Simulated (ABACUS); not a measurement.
Consider a self-consistent single point of MgZn₃S₄ (Pm, 8 atoms in the cell; from Materials Project mp-1221971, changed as shown).

```xyz
8
Lattice="6.1798 0.0000 0.0000 0.0000 3.7736 0.0000 -0.0052 0.0000 6.5528" Properties=species:S:1:pos:R:3 pbc="T T T"
Mg     3.0890     0.0000     4.3674
Zn     3.0866     1.8868     1.0924
Zn     6.1712     1.8868     5.4814
Zn     6.1701     0.0000     2.1611
S      0.6949     0.0000     4.3602
S      0.7846     1.8868     1.0969
S      3.8908     1.8868     5.5273
S      3.8774     0.0000     2.1238
```

Level of theory: PBEsol, numerical atomic orbitals DZP (confined pseudo-atomic orbitals with Gaussian additions; energy shift 0.01 Ry), PseudoDojo 0.4 standard norm-conserving PBEsol (tails mended) pseudopotentials (ABACUS).

ABACUS settings:

* **basis**: DZP numerical atomic orbitals, energy shift 0.01 Ry
* **KPT**: Gamma 4 6 4 0 0 0
* **basis_type**: lcao
* **dft_functional**: PBESOL
* **ecutwfc**: 100 Ry
* **smearing_method**: fixed
* **potentials**: PseudoDojo 0.4 standard norm-conserving PBEsol (tails mended)
* **symmetry**: 1
* **ks_solver**: scalapack_gvx
* **scf_nmax**: 100
* **scf_thr**: 1.0e-07
* **mixing_type**: pulay

Results:

| Property | Result |
|---|---|
| Number of valence electrons | 94 |
| Number of bands | 57 |
| Number of k-points after the program's reduction | 40 |
| Size of the basis | 144 |
| Number of SCF iterations | 11 |
| Free energy E − TS | -19873.0815 eV |
| Top of the valence band (on the code's own zero) | 7.06 eV |
| Gap on the k-point mesh | 2.74 eV |
| Pressure | 4.81 GPa |
| Largest force (vector length) | 0.102 eV/Å |

Forces (eV/Å):
```
atom      Fx     Fy      Fz
----  ------  -----  ------
Mg1   -0.077  0.000  -0.066
Zn2   -0.066  0.000   0.072
Zn3    0.070  0.000   0.023
Zn4    0.031  0.000  -0.009
S5    -0.064  0.000  -0.022
S6     0.007  0.000  -0.003
S7     0.073  0.000   0.071
S8     0.027  0.000  -0.066
```

Stress (GPa, positive for compression):
```
 4.85   0.00  -0.02
 0.00   4.80   0.00
-0.02   0.00   4.79
```

The gap is read on the k-point mesh of the run and can differ from the gap over the whole zone at this level.

For comparison: a first run was changed to give this one (lattice scaled by 0.98), and from it to this one the free energy rises by 16.4 meV/atom, the pressure goes from -0.14 to 4.81 GPa, the largest force goes from 0.118 to 0.102 eV/Å and the gap on the mesh goes from 2.459 to 2.745 eV.

The atom-centred basis is finite, which shifts total energies, pressures, gaps and forces against plane waves. The structure comes from a collection of computed structures, made at another level of theory; the collection holds predicted forms beside known ones. Its lattice was then scaled.

Cost on one core: roughly 60 core-seconds.

The atomic orbitals were generated for these runs; they are not ABACUS's published sets and were checked against plane waves on a few crystals only.

“Tails mended”: in these copies of the files the far tail of each local potential was reset to the Coulomb form.
